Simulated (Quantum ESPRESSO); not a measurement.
# Where does In sit best among Ga sites?

These are calculations, not measurements. They come from pw.x of Quantum ESPRESSO 7.5, a plane-wave density functional program, with PseudoDojo standard norm-conserving files (v0.5 for PBE, v0.4.1 for LDA and PBEsol). The cells are made up: elements, strain and atom displacements were drawn at random, and nothing was relaxed. There is no spin polarisation, spin-orbit coupling or dispersion term.

The cell has 10 sites of a corundum lattice. Sites 1 to 4 hold X X X X; sites 5 to 10 hold O O F O O N. Cell vectors in Å: (2.700, 1.445, 4.635); (-2.523, 1.371, 4.560); (0.024, -3.047, 4.672). Settings: PBE, cutoff 1143 eV, 5 x 5 x 5 k mesh shifted by half a step, Fermi-Dirac smearing of 0.025 eV.

In each run one of the sites marked X holds In and the others hold Ga; cell and positions stay the same. E is the free energy of the cell.

```
site of the guest,first shell,mean distance (Å),E above the lowest (eV),P (GPa),force on the guest (eV/Å)
1,FNO4,2.037,0.958,14.17,2.147
2,FNO4,2.075,0.563,12.34,2.971
3,FNO4,2.095,0.000,10.62,2.159
4,FNO4,2.077,0.163,11.52,2.002
```

A rerun of one of these cells at 1437 eV and k mesh 7 x 7 x 7 moved values by no more than 0.004 eV in the cell's energy, 0.03 GPa in stress and 0.002 eV/Å in force.

## Reading the table

Site 3 is lowest, by 0.163 eV, over three times the rerun's bound. A straight line of energy against the mean distance has a slope of -16.4 ± 4.5 eV/Å, so the guest costs less on the roomier sites. The positions are random and not relaxed, so the differences hold for this frozen cell and are not site preferences of a real crystal.